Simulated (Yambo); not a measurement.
A G0W0@LDA run in Yambo for Rh2O3 (corundum, space group R-3c, No. 167) (2×2×2 Γ-centred k mesh, bands 17 to 185 and a 7 Ry block in the screening, 185 bands in G with the Bruneval-Gonze terminator, plasmon pole fitted at 27.2 eV) gives these matrix elements, in eV, at the band edges (Γ → F):

```
state               E0    <Vxc>     <Σx>  <Σc(E0)>      Z
---------------  -----  -------  -------  --------  -----
valence edge     0.000  -22.934  -27.878     5.295  0.768
conduction edge  0.529  -23.197  -18.945    -3.238  0.772
```

Task: Solve the linearised quasiparticle equation for both states, give the gap, and say how exchange and correlation each act on it.

Result: E = E0 + Z(Σx + Σc − Vxc). Valence: 0.000 + 0.768 × (-27.878 + (5.295) − (-22.934)) = 0.27 eV. Conduction: 0.529 + 0.772 × (-18.945 + (-3.238) − (-23.197)) = 1.31 eV. The gap is 1.04 eV, against 0.53 eV in LDA. Replacing Vxc by bare exchange alone would open it by 9.20 eV; correlation takes back 8.53 eV of that, and Z scales what is left. Nearest settings tried, and what they do to the gap: 151 bands in W, 151 bands in G: +3 meV; 6 Ry block (181 vectors against 223): -13 meV; 4×4×4 mesh: -49 meV. So the settings aren't converged at that level. The k mesh is coarse. Spin-orbit splittings are left out.

Geometry of the Materials Project entry, not relaxed at this level; primitive cell a = b = c = 5.500 Å, α = β = γ = 55.76°.
